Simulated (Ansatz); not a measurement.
Here is the system:

NiO:
```xyz
4
Lattice="0.0000 2.5536 2.5536 2.5536 0.0000 2.5536 2.5536 2.5536 0.0000" Properties=species:S:1:pos:R:3 pbc="T T T"
Ni     0.0000     0.0000     0.0000
O      1.2768     1.2768     1.2768
Ni     2.5536     2.5536     2.5536
O      3.8304     3.8304     3.8304
```
The run is spin-polarised; directions of the spins, atom by atom: ↑ 0 ↓ 0.

This is the PBEsol-relaxed structure.

All from plane-wave PAW PBEsol (Ansatz code), unless another level is named. Estimate the electronic character.

metallic (no gap).

Give the formation energy from the elements (no fitted shifts).

-0.049 eV/atom.

What about the density of states at the Fermi level?

0.72 states/eV per atom (mean over ±0.08 eV).

Space group Pm-3m (CsCl type). A made-up cell: these elements were put on the sites of a structure type; neither database checked (COD, Materials Project) lists it. It is not the phase usual at ambient conditions (space group No. 225). The PBEsol relaxation kept the symmetry of its start, as lowered by the spin order. At this level the phase is mechanically unstable. The final state is antiferromagnetic, chosen from 3 collinear starts compared on coarse meshes (ties went to the first, and starts can fall back to one state), not a proven ground state. No Hubbard U is applied. The compound may be a true metal, but semilocal functionals without U, or a wrong spin order, can also close a gap. The references are the lowest solids computed at this level, not always the standard phases (solids in place of the gases).

Potentials: the earlier of the program's two PAW sets. The files were generated under PBE; for other functionals the program regenerates the frozen cores, and for LDA and PBEsol the local potential too.
